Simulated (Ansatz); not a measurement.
## Data sheet: SiGe (DFT)

SiGe:
```yaml
crystal:
  lattice:
    - [3.61468, 0.00000, 0.00000]
    - [-1.80734, 3.13040, 0.00000]
    - [0.00000, 0.00000, 3.19379]
  atoms:
    - { symbol: Ge, position: [0.00000, 0.00000, 0.00000] }
    - { symbol: Si, position: [0.66667, 0.33333, 0.50000] }
```

Space group P-6m2 (No. 187); conventional cell a = b = 3.615 Å, c = 3.194 Å, α = β = 90.00°, γ = 120.00°.

Method: r²SCAN (plane waves, PAW; program Ansatz). The cell and atoms are relaxed at this level. Other levels are named where they apply.

### Cell and energy

| Property | Result |
|---|---|
| Volume per atom | 18.07 Å³ |
| Density | 4.63 g/cm³ |
| Formation energy from the elements (no fitted shifts) | 0.56 eV/atom |

### Electronic structure

| Property | Value |
|---|---|
| Electronic character | metallic (no gap) |
| Density of states at the Fermi level | 0.38 states/eV per atom (mean over ±0.08 eV) |
| Gap with spin–orbit coupling | none (metallic) |

### Mechanics

| Item | Result |
|---|---|
| Bulk modulus (Birch–Murnaghan fit) | 75.2 GPa |
| Pressure derivative B′ | 5.0 |

### Charges

| Quantity | Value |
|---|---|
| Bader charges | Ge -0.11, Si +0.11 e |

The cell is a constructed one: a structure type filled with these elements; neither database checked (COD, Materials Project) lists it. Its standing as an ambient phase is unchecked. The r²SCAN relaxation kept the symmetry of its start; whether a distortion lowers the energy is not shown. The references are the lowest solids computed at this level, not always the standard phases. Spin–orbit coupling is left out wherever it is not named.

Potentials: the earlier of the program's two PAW sets.
